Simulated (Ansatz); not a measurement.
**Is this Zn₅Se₂S₃ structure a true minimum?**

The cell was found from a structure generator's guess, not taken from experiment.

All numbers below come from DFT PBE, scalar-relativistic, plane waves, PAW in Ansatz 0.2.0. Plane waves to 420 eV, a k mesh through Γ of 10×10×10 on the computed 10-atom cell and Gaussian smearing (0.02 eV); no spin polarisation.

The cell below (10 atoms, space group I-4m2 (No. 119)) is relaxed within its symmetry.

```
CELL_PARAMETERS angstrom
-1.96597 1.96597 13.88756
1.96597 -1.96597 13.88756
1.96597 1.96597 -13.88756
ATOMIC_POSITIONS crystal
Zn 0.00000 0.00000 0.00000
Zn 0.60652 0.60652 0.00000
Zn 0.20224 0.20224 0.00000
Zn 0.79776 0.79776 0.00000
Zn 0.39348 0.39348 0.00000
Se 0.55322 0.05322 0.50000
Se 0.94678 0.44678 0.50000
S 0.15438 0.65438 0.50000
S 0.75000 0.25000 0.50000
S 0.34562 0.84562 0.50000
```

For the test it was strained at random (σ = 1.5 % a component), the atoms were moved at random (σ = 0.10 Å), and all was relaxed again on a coarse 4×4×4 mesh (in the run’s order of axes) with 0.10 eV smearing, with no symmetry imposed.

**Question.** Is the structure stable against such a distortion?

**Answer.** It returns, within 1 meV/atom of the unmoved cell on that mesh and with the same symmetry when read at 0.1 Å. So it is stable against the distortions that fit this cell and that this random move excites. Modes that don't fit the cell aren't tested.
